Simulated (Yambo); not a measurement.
Ba₂ScNbO₆ (space group Fm-3m, No. 225), G0W0@LDA (Yambo, plasmon pole, terminator in G, 2×2×2 mesh): gap Γ → Γ in eV by bands and screening block.

```
bands (W and G)  2 Ry  3 Ry  4 Ry  6 Ry  7 Ry
---------------  ----  ----  ----  ----  ----
66               5.08  4.94  4.77  4.72   [?]
91               4.83  4.70  4.56  4.52  4.52
129               [?]  4.54  4.41  4.40  4.41
174              4.59  4.46  4.33  4.32  4.33
219              4.57   [?]  4.30  4.30  4.31
```

Q: Estimate the withheld gaps from their neighbours; the computed values follow.

A: 
- 66, 7 Ry: 4.71
- 129, 2 Ry: 4.66
- 219, 3 Ry: 4.44

The largest settings aren't shown to be the converged limit.

Spin-orbit coupling is not included.

Geometry of the Materials Project entry, not relaxed at this level; primitive cell a = b = c = 5.861 Å, α = β = γ = 60.00°.

The structure is a Materials Project entry; no match was found in the copy of COD used, and its stability was not checked.
